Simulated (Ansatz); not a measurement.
Input, command and steps of an Ansatz relaxation.

```yaml
crystal:
  lattice:
    - [4.8829991138, 0.0, 0.0]
    - [-2.4414995569, 4.2288012792, 0.0]
    - [0.0, 0.0, 3.967]
  atoms:
    - { symbol: "Y", position: [0.0, 0.0, 0.0] }
    - { symbol: Ni, position: [0.3333333333, 0.6666666667, 0.0], spin: 0.3 }
    - { symbol: Ni, position: [0.6666666667, 0.3333333333, 0.0], spin: 0.3 }
    - { symbol: Ni, position: [0.5, 0.0, 0.5], spin: 0.42 }
    - { symbol: Ni, position: [0.5, 0.5, 0.5], spin: 0.42 }
    - { symbol: Ni, position: [0.0, 0.5, 0.5], spin: 0.42 }
basis:
  ecutwfc: 420
kpoints:
  mp_grid: { grid: [12, 12, 10] }
hamiltonian:
  xc: pbesol
scf:
  occupations: { method: gaussian, width: 0.1 }
output:
  forces: true
  stress: true
  eigenvalues: true
  populations: true
magnetization:
  spin_polarized: true
relax:
  adjacent_minimum: "off"
  f_tol: 0.005
  max_steps: 80
  cell: { stress_tol: 0.05 }
```

```bash
ansatz run input.yaml --threads 1 --pin off --max-ram 2560MiB --backend cpu --events-out ev --progress --plain --runs-dir out
```

The calculation used DFT PBEsol, scalar-relativistic, plane waves, PAW (Ansatz 0.2.0).

Of 6 frames 6 are shown, positions in Å and forces in eV/Å; the SCF threshold varies from step to step. Steps run on the plane waves of an earlier cell, with a Pulay correction in the pressure. The basis is chosen afresh for the last frame, the zero of the energies, and at times for earlier ones too; energy and pressure step there, also at an unchanged geometry.

```xyz
6
Lattice="4.8830 0.0000 0.0000 -2.4415 4.2288 0.0000 0.0000 0.0000 3.9670" Properties=species:S:1:pos:R:3:forces:R:3 pbc="T T T" step=1 free_energy_over_end_meV_per_atom=14.75 pressure_GPa=-7.19
Y     0.0000    0.0000    0.0000    0.0000    0.0000    0.0000
Ni    0.0000    2.8192    0.0000    0.0000    0.0000    0.0000
Ni    2.4415    1.4096    0.0000    0.0000    0.0000    0.0000
Ni    2.4415    0.0000    1.9835    0.0000    0.0000    0.0000
Ni    1.2208    2.1144    1.9835    0.0000    0.0000    0.0000
Ni   -1.2208    2.1144    1.9835    0.0000    0.0000    0.0000
6
Lattice="4.8218 0.0000 0.0000 -2.4109 4.1758 0.0000 0.0000 0.0000 3.9311" Properties=species:S:1:pos:R:3:forces:R:3 pbc="T T T" step=2 free_energy_over_end_meV_per_atom=1.22 pressure_GPa=-2.15
Y     0.0000    0.0000    0.0000    0.0000    0.0000    0.0000
Ni    0.0000    2.7839    0.0000    0.0000    0.0000    0.0000
Ni    2.4109    1.3919    0.0000    0.0000    0.0000    0.0000
Ni    2.4109    0.0000    1.9655    0.0000    0.0000    0.0000
Ni    1.2054    2.0879    1.9655    0.0000    0.0000    0.0000
Ni   -1.2054    2.0879    1.9655    0.0000    0.0000    0.0000
6
Lattice="4.8055 0.0000 0.0000 -2.4028 4.1617 0.0000 0.0000 0.0000 3.9036" Properties=species:S:1:pos:R:3:forces:R:3 pbc="T T T" step=3 free_energy_over_end_meV_per_atom=-0.13 pressure_GPa=0.16
Y     0.0000    0.0000    0.0000    0.0000    0.0000    0.0000
Ni    0.0000    2.7745    0.0000    0.0000    0.0000    0.0000
Ni    2.4028    1.3872    0.0000    0.0000    0.0000    0.0000
Ni    2.4028    0.0000    1.9518    0.0000    0.0000    0.0000
Ni    1.2014    2.0809    1.9518    0.0000    0.0000    0.0000
Ni   -1.2014    2.0809    1.9518    0.0000    0.0000    0.0000
6
Lattice="4.8094 0.0000 0.0000 -2.4047 4.1651 0.0000 0.0000 0.0000 3.9008" Properties=species:S:1:pos:R:3:forces:R:3 pbc="T T T" step=4 free_energy_over_end_meV_per_atom=-0.16 pressure_GPa=0.02
Y     0.0000    0.0000    0.0000    0.0000    0.0000    0.0000
Ni    0.0000    2.7767    0.0000    0.0000    0.0000    0.0000
Ni    2.4047    1.3884    0.0000    0.0000    0.0000    0.0000
Ni    2.4047    0.0000    1.9504    0.0000    0.0000    0.0000
Ni    1.2024    2.0825    1.9504    0.0000    0.0000    0.0000
Ni   -1.2024    2.0825    1.9504    0.0000    0.0000    0.0000
6
Lattice="4.8105 0.0000 0.0000 -2.4053 4.1660 0.0000 0.0000 0.0000 3.8996" Properties=species:S:1:pos:R:3:forces:R:3 pbc="T T T" step=5 free_energy_over_end_meV_per_atom=-0.16 pressure_GPa=0.00
Y     0.0000    0.0000    0.0000    0.0000    0.0000    0.0000
Ni    0.0000    2.7774    0.0000    0.0000    0.0000    0.0000
Ni    2.4053    1.3887    0.0000    0.0000    0.0000    0.0000
Ni    2.4053    0.0000    1.9498    0.0000    0.0000    0.0000
Ni    1.2026    2.0830    1.9498    0.0000    0.0000    0.0000
Ni   -1.2026    2.0830    1.9498    0.0000    0.0000    0.0000
6
Lattice="4.8105 0.0000 0.0000 -2.4053 4.1660 0.0000 0.0000 0.0000 3.8996" Properties=species:S:1:pos:R:3:forces:R:3 pbc="T T T" step=6 free_energy_over_end_meV_per_atom=0.00 pressure_GPa=0.02
Y     0.0000    0.0000    0.0000    0.0000    0.0000    0.0000
Ni    0.0000    2.7774    0.0000    0.0000    0.0000    0.0000
Ni    2.4053    1.3887    0.0000    0.0000    0.0000    0.0000
Ni    2.4053    0.0000    1.9498    0.0000    0.0000    0.0000
Ni    1.2026    2.0830    1.9498    0.0000    0.0000    0.0000
Ni   -1.2026    2.0830    1.9498    0.0000    0.0000    0.0000
```

Time: 12 min on 1 thread of Arm Neoverse V1, with other jobs on the host, peak memory 1 GiB.